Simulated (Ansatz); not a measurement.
Single point in Ansatz 0.2.0 with PBE, no spin polarisation. Cutoff 420 eV, PAW datasets, 5×5×5 Γ-centred k mesh, cold filling (width 0.1411 eV).

Computed maps in the lattice plane spanned by a (left to right, 3.76 Å, 11 points from zero) and c (bottom to top, 11.02 Å, 26 points from zero), 80° apart, at height 0.317 along b. The fields are smooth PAW ones with compensation charges, not the true ones near nuclei.

Valence density. Digits on a logarithmic scale: 0 up to 0.03 e/Å³, each further digit a factor of 1.6, 9 from 1.3 e/Å³ up:
```
55456799987
65446799998
65445799998
65445578997
54444456665
43444344444
23333322222
22222222222
43222223444
65322245777
87532357888
88642357864
88643346887
87542235688
65422123456
43322122334
54433233444
77654444567
99875445679
99986545689
99986544579
89875444567
66665444455
55555444445
55555555555
55455677766
```

ELF. Ten even steps from '0' (0.00) to '9' (0.89):
```
52135421134
44235310003
45345420003
55335543224
64334565445
44444444554
22344321111
01233210000
42111113566
97310147999
99610169965
19830169700
49840048940
99731026999
76310001467
11111111111
44442113444
44575335754
01356435642
00035434530
00035434542
32345422453
55555322355
43344332344
21124555554
31125544455
```

**Question.** The cell is Ta₄InSb₂Br. Which atoms lie within 0.2 Å of this plane, and where (fractions of a and c)?

**Answer.** Sb at (0.05, 0.22), Sb at (0.70, 0.91), Br at (0.90, 0.53). The whole cell:
```
In Sb Ta Br
1.0
     0.00000    3.76164    0.00000
     9.76223   -1.88082    0.00000
    -4.46964    1.88082   -9.89549
In Sb Ta Br
2 4 8 2
Direct
  0.33726 0.11451 0.43999
  0.66274 0.88549 0.56001
  0.04708 0.31675 0.22259
  0.95292 0.68325 0.77741
  0.29768 0.68734 0.09198
  0.70232 0.31266 0.90802
  0.21209 0.07956 0.65538
  0.78791 0.92044 0.34462
  0.67978 0.50055 0.14099
  0.32022 0.49945 0.85901
  0.46155 0.13780 0.21470
  0.53845 0.86220 0.78530
  0.09720 0.17155 0.97715
  0.90280 0.82845 0.02285
  0.89565 0.32590 0.53460
  0.10435 0.67410 0.46540
```

Origin: a known structure type with other elements, at an estimated volume, so it need not be a known compound. Caveats: many states at the Fermi level without spin polarisation, so a magnetic state may lie lower; the k mesh is coarse if the cell is a metal; atoms or cell far from equilibrium.
